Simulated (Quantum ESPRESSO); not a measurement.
pw.x input (Quantum ESPRESSO 7.5; PBEsol, PseudoDojo standard norm-conserving files, scalar-relativistic):

```
&CONTROL
  calculation = 'scf'
  pseudo_dir = './pseudo'
  outdir = './out'
  tprnfor = .true.
  tstress = .true.
/
&SYSTEM
  ibrav = 0
  nat = 10
  ntyp = 3
  ecutwfc = 84.0
  ecutrho = 336.0
  occupations = 'smearing'
  smearing = 'fd'
  degauss = 0.002
  nbnd = 46
/
&ELECTRONS
  conv_thr = 1e-09
/
ATOMIC_SPECIES
N 14.0070 N.upf
Sr 87.6200 Sr.upf
W 183.8400 W.upf
CELL_PARAMETERS angstrom
  3.674240000000   0.000000000000   0.000000000000
 -0.113129000000   6.353453000000   0.000000000000
 -0.746039000000  -2.291017000000   6.196463000000
ATOMIC_POSITIONS crystal
N   0.037380000000   0.487380000000   0.313180000000
N   0.615160000000   0.757170000000   0.572660000000
N   0.483620000000   0.720230000000   0.033610000000
N   0.918640000000   0.872870000000   0.736580000000
N   0.536580000000   0.247060000000   0.530790000000
N   0.490580000000   0.193010000000   0.056220000000
Sr   0.032490000000   0.917790000000   0.359870000000
Sr   0.968160000000   0.386980000000   0.889770000000
W   0.521530000000   0.417570000000   0.365840000000
W   0.444270000000   0.895050000000   0.871770000000
K_POINTS automatic
8 6 4 0 0 0
```

End of the output:

```
     total energy              =    -564.71329157 Ry
     estimated scf accuracy    <       0.00000014 Ry
     total energy              =    -564.71329159 Ry
     estimated scf accuracy    <       0.00000002 Ry
     total energy              =    -564.71329159 Ry
     estimated scf accuracy    <          3.5E-09 Ry
[...]
     the Fermi energy is    10.9249 ev
!    total energy              =    -564.71329159 Ry
     estimated scf accuracy    <          6.1E-10 Ry
     smearing contrib. (-TS)   =      -0.00000000 Ry
     internal energy E=F+TS    =    -564.71329159 Ry
     The total energy is F=E-TS. E is the sum of the following terms:
     one-electron contribution =    -157.67839478 Ry
     hartree contribution      =     113.97406131 Ry
     xc contribution           =    -135.14251017 Ry
     ewald contribution        =    -385.86644795 Ry
     convergence has been achieved in  16 iterations
     Forces acting on atoms (cartesian axes, Ry/au):
     atom    1 type  1   force =    -0.00426644   -0.00006797   -0.00027761
     atom    2 type  1   force =     0.00681742   -0.00032918    0.00312611
     atom    3 type  1   force =    -0.00002091   -0.00063764    0.00058081
     atom    4 type  1   force =    -0.00358856   -0.00301359   -0.00363846
     atom    5 type  1   force =     0.00101718   -0.00243665    0.00028319
     atom    6 type  1   force =     0.00040217    0.00256521    0.00426260
     atom    7 type  2   force =     0.00003998   -0.00288881    0.00152512
     atom    8 type  2   force =    -0.00089425   -0.00220774    0.00350523
     atom    9 type  3   force =     0.00253256    0.00450272   -0.00484930
     atom   10 type  3   force =    -0.00203915    0.00451366   -0.00451769
     Total force =     0.016320     Total SCF correction =     0.000096
     Computing stress (Cartesian axis) and pressure
          total   stress  (Ry/bohr**3)                   (kbar)     P=      -31.22
  -0.00022549  -0.00000767  -0.00001745          -33.17       -1.13       -2.57
  -0.00000767  -0.00019272  -0.00002599           -1.13      -28.35       -3.82
  -0.00001745  -0.00002599  -0.00021841           -2.57       -3.82      -32.13
```
In a gapped system the printed Fermi energy is only some level inside the gap.

Spin-orbit coupling is not included.

Geometry of the Materials Project entry, not relaxed at this level.
